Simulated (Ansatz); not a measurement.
ZrIr (rock salt, space group No. 225) under volume change, the program Ansatz at the PBE level (PAW), scaled uniformly.

| V (Å³/atom) | E − E(relaxed) (meV/atom) | P (GPa) |
|---|---|---|
| 18.188 | 92.7 | 17.94 |
| 18.788 | 39.0 | 10.99 |
| 19.387 | 9.2 | 5.06 |
| 19.987 | 0.0 | 0.00 |
| 20.587 | 8.3 | -4.32 |
| 21.186 | 31.5 | -8.00 |
| 21.786 | 67.5 | -11.14 |

Q: What does a third-order Birch–Murnaghan fit give for V₀, B₀ and B′?

A: V₀ = 19.99 Å³/atom, B₀ = 155 GPa, B′ = 4.3.

Space group Fm-3m (rock salt). The start of the workflow was typed in or built on a structure type; neither database checked (COD, Materials Project) lists it. COD files the formula under space group No. 221, so this cell is another polymorph or a model. Whether it is the stable phase at ambient conditions was not checked. The cell was relaxed with PBE under the symmetry of its start; whether a distortion lowers the energy is not shown. No spin polarisation was allowed. Spin–orbit coupling is left out wherever it is not named.

Potentials: the earlier of the program's two PAW sets.
